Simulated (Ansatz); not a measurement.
# SnTe2 (rutile): the band gap by level of theory

All numbers come from the plane-wave code Ansatz. Note: simulated data, non-magnetic, for a generated structure that need not be the stable one.

Structure: rutile SnTe2, at its r2SCAN minimum. It is tetragonal, P4_2/mnm (No. 136); a = 6.959 Å, c = 4.418 Å in the conventional setting, 35.65 Å³ an atom. Around Sn lie 6 Te at 2.94–2.98 Å; around Te lie 3 Sn at 2.94–2.98 Å.

```xyz
6
Lattice="6.9586 0.0000 0.0000 0.0000 6.9586 0.0000 0.0000 0.0000 4.4179" Properties=species:S:1:pos:R:3 pbc="T T T"
Sn    0.0000    0.0000    0.0000
Sn    3.4793    3.4793    2.2090
Te    2.1039    2.1039    0.0000
Te    1.3753    5.5832    2.2090
Te    5.5832    1.3753    2.2090
Te    4.8546    4.8546    0.0000
```

On this one geometry the levels give:

| level | k mesh | gap (eV) | kind | edges | least direct gap (eV) |
| --- | --- | --- | --- | --- | --- |
| LDA | 4×4×6 | none (overlap 0.17) | – | – | – |
| PBE | 4×4×6 | none (overlap 0.14) | – | – | – |
| PBE+SOC | 4×4×6 | none (overlap 0.23) | – | – | – |
| r2SCAN | 4×4×6 | none (overlap 0.08) | – | – | – |
| HSE06 | 2×2×4 | 0.10 | indirect | Γ–Z (0.50) → M–Γ (0.40) | 0.34 |

All runs use a smearing of 0.02 eV.
Wave cutoffs: 420 eV, 500 eV (r2SCAN).
Points off the special ones are mesh points or PBE's searched band edges, reused at the other levels.

The HSE06 gap is indirect, 0.10 eV (Γ–Z (0.50 of the way from Γ) to M–Γ (0.40 of the way from M)), below the direct gap of 0.34 eV at Γ–Z (0.50 of the way from Γ). PBE+SOC gives no gap: the lowest nominally empty band dips 0.23 eV below the top of the last filled one (its bottom at M–Γ (0.40 of the way from M), the top at Γ), so the cell is a metal or semimetal at this level.

The levels disagree on the kind of gap: indirect with HSE06; no gap with LDA, PBE, PBE+SOC, r2SCAN.

Only the levels marked +SOC include spin-orbit coupling.

The meshes of the hybrids are coarse, so their gaps aren't converged to the digits shown.
